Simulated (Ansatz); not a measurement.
NbP in space group I4_1md (No. 109; Nb on 4a, P on 4a) under volume change, LDA (plane waves, PAW; program Ansatz), shape and atoms relaxed at each volume.

```csv
V (Å³/atom),E − E(relaxed) (meV/atom),P (GPa)
13.940,94.4,23.76
14.400,39.7,14.61
14.859,9.4,6.75
15.319,0.0,0.00
15.779,8.5,-5.79
16.238,32.4,-10.74
16.698,69.4,-14.97
```

Task: What does a third-order Birch–Murnaghan fit give for V₀, B₀ and B′?

Result: V₀ = 15.32 Å³/atom, B₀ = 208 GPa, B′ = 4.1.

The LDA relaxation kept the symmetry of its start; of distortions, only those at the zone centre were tested. No spin polarisation was allowed.

Potentials: the later of the program's two PAW sets.
